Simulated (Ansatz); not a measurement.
Space group Fm-3m (No. 225). a = 5.391 Å, b = 5.391 Å, c = 5.391 Å, α = 90.00°, β = 90.00°, γ = 90.00°
```tsv
atom	site	symmetry	x	y	z
Si	8c	-43m	0.2500	0.7500	0.7500
Ni	4a	m-3m	0.0000	0.0000	0.0000
```

Equation of state of this Si2Ni structure (not necessarily the ground state), with shape and atoms relaxed at each volume where symmetry leaves them free. It has no gap at any of these volumes. These are results of DFT PBEsol, scalar-relativistic, plane waves, PAW in Ansatz, not measurements.

Settings: cutoff 420 eV, Γ-centred mesh 14×14×14 on the computed 3-atom cell, Gaussian smearing of 0.10 eV; no spin polarisation.

```csv
V (Å³/atom),E − E(largest V) (meV/atom),P (GPa)
11.492,62.78,27.18
11.884,7.34,18.46
12.275,-28.60,11.20
12.667,-48.42,5.18
13.059,-54.60,0.01
13.451,-49.12,-4.39
13.843,-33.70,-8.16
14.365,0.00,-12.34
```

Fit a third-order Birch–Murnaghan equation to E(V).

V0 = 13.06 Å³/atom, B0 = 159 GPa, B0' = 4.4.